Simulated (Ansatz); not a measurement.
Cost of a DFT run on Zn24NO23

```yaml
crystal:
  lattice:
    - [6.498616, 0.0, 0.0]
    - [-4.873962, 8.4419498181, 0.0]
    - [0.0, 0.0, 10.411418]
  atoms:
    - { symbol: Zn, position: [0.1666666666, 0.2222222222, 0.25] }
    - { symbol: Zn, position: [0.1666666666, 0.2222222222, 0.75] }
    - { symbol: Zn, position: [0.1666666666, 0.5555555556, 0.25] }
    - { symbol: Zn, position: [0.1666666666, 0.5555555556, 0.75] }
    - { symbol: Zn, position: [0.1666666666, 0.8888888889, 0.25] }
    - { symbol: Zn, position: [0.1666666666, 0.8888888889, 0.75] }
    - { symbol: Zn, position: [0.6666666666, 0.2222222222, 0.25] }
    - { symbol: Zn, position: [0.6666666666, 0.2222222222, 0.75] }
    - { symbol: Zn, position: [0.6666666666, 0.5555555556, 0.25] }
    - { symbol: Zn, position: [0.6666666666, 0.5555555556, 0.75] }
    - { symbol: Zn, position: [0.6666666666, 0.8888888889, 0.25] }
    - { symbol: Zn, position: [0.6666666666, 0.8888888889, 0.75] }
    - { symbol: Zn, position: [0.3333333334, 0.1111111111, 0.0] }
    - { symbol: Zn, position: [0.3333333334, 0.1111111111, 0.5] }
    - { symbol: Zn, position: [0.3333333334, 0.4444444444, 0.0] }
    - { symbol: Zn, position: [0.3333333334, 0.4444444444, 0.5] }
    - { symbol: Zn, position: [0.3333333334, 0.7777777778, 0.0] }
    - { symbol: Zn, position: [0.3333333334, 0.7777777778, 0.5] }
    - { symbol: Zn, position: [0.8333333334, 0.1111111111, 0.0] }
    - { symbol: Zn, position: [0.8333333334, 0.1111111111, 0.5] }
    - { symbol: Zn, position: [0.8333333334, 0.4444444444, 0.0] }
    - { symbol: Zn, position: [0.8333333334, 0.4444444444, 0.5] }
    - { symbol: Zn, position: [0.8333333334, 0.7777777778, 0.0] }
    - { symbol: Zn, position: [0.8333333334, 0.7777777778, 0.5] }
    - { symbol: "N", position: [0.3333333334, 0.1111111111, 0.189505] }
    - { symbol: O, position: [0.3333333334, 0.1111111111, 0.689505] }
    - { symbol: O, position: [0.3333333334, 0.4444444444, 0.189505] }
    - { symbol: O, position: [0.3333333334, 0.4444444444, 0.689505] }
    - { symbol: O, position: [0.3333333334, 0.7777777778, 0.189505] }
    - { symbol: O, position: [0.3333333334, 0.7777777778, 0.689505] }
    - { symbol: O, position: [0.8333333334, 0.1111111111, 0.189505] }
    - { symbol: O, position: [0.8333333334, 0.1111111111, 0.689505] }
    - { symbol: O, position: [0.8333333334, 0.4444444444, 0.189505] }
    - { symbol: O, position: [0.8333333334, 0.4444444444, 0.689505] }
    - { symbol: O, position: [0.8333333334, 0.7777777778, 0.189505] }
    - { symbol: O, position: [0.8333333334, 0.7777777778, 0.689505] }
    - { symbol: O, position: [0.1666666666, 0.2222222222, 0.439505] }
    - { symbol: O, position: [0.1666666666, 0.2222222222, 0.939505] }
    - { symbol: O, position: [0.1666666666, 0.5555555556, 0.439505] }
    - { symbol: O, position: [0.1666666666, 0.5555555556, 0.939505] }
    - { symbol: O, position: [0.1666666666, 0.8888888889, 0.439505] }
    - { symbol: O, position: [0.1666666666, 0.8888888889, 0.939505] }
    - { symbol: O, position: [0.6666666666, 0.2222222222, 0.439505] }
    - { symbol: O, position: [0.6666666666, 0.2222222222, 0.939505] }
    - { symbol: O, position: [0.6666666666, 0.5555555556, 0.439505] }
    - { symbol: O, position: [0.6666666666, 0.5555555556, 0.939505] }
    - { symbol: O, position: [0.6666666666, 0.8888888889, 0.439505] }
    - { symbol: O, position: [0.6666666666, 0.8888888889, 0.939505] }
total_charge: -1
kpoints:
  mp_grid: { grid: [3, 2, 2] }
scf:
  occupations: { method: fermi_dirac, width: 0.01 }
hamiltonian:
  xc: pbe
  pseudopotentials: { kind: paw }
output:
  forces: true
  stress: true
  populations: true
  efg:
    quadrupole_moments_barn: { Zn: 0.122, "N": 0.02044, O: -0.02558 }
    contact_densities: true
  write_density: true
  write_potential: true
  elf: true
  volumetric_format: npy
```

```sh
ansatz run input.yaml --threads 4 --pin off --max-ram 8192MiB --backend cpu --events-out ev --progress --plain --runs-dir out
```

It runs on 4 threads of Arm Neoverse V1 (aarch64; 8 cores open to the job, memory cap 8.0 GiB, no GPU), a shared host with a load of 0.3 a core.

Q: How much time and memory should be set aside?

A: About 1.9 min of wall time (7.3 min of CPU time) and 3.3 GiB. The run holds 432 valence electrons in 264 bands, about 11187 plane waves a k-point and 8 irreducible k-points, and took 23 SCF iterations. Times on a shared host vary by tens of per cent.
